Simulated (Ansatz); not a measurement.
Input and command of a plane-wave DFT calculation in Ansatz:

```yaml
crystal:
  lattice:
    - [-1.59075, 1.59075, 3.032276]
    - [1.59075, -1.59075, 3.032276]
    - [1.59075, 1.59075, -3.032276]
  atoms:
    - { symbol: Sn, position: [0.0, 0.0, 0.0] }
basis:
  ecutwfc: 420
kpoints:
  mp_grid: { grid: [20, 20, 20] }
hamiltonian:
  xc: pbesol
scf:
  occupations: { method: gaussian, width: 0.15 }
output:
  forces: true
  stress: true
  eigenvalues: true
```

```bash
ansatz run input.yaml --threads 1 --pin off --max-ram 2560MiB --backend cpu --events-out ev --progress --plain --runs-dir out
```

Processor: Arm Neoverse V1, 1 thread, on a host shared with other jobs.

Question: Estimate time, memory and problem size.

Answer: About 13 s on 1 thread of Arm Neoverse V1 (shared host), peak memory 0.47 GiB. It solves 11 bands at 641 k points (the mesh reduced by symmetry) with about 623 plane waves, in 7 SCF iterations.
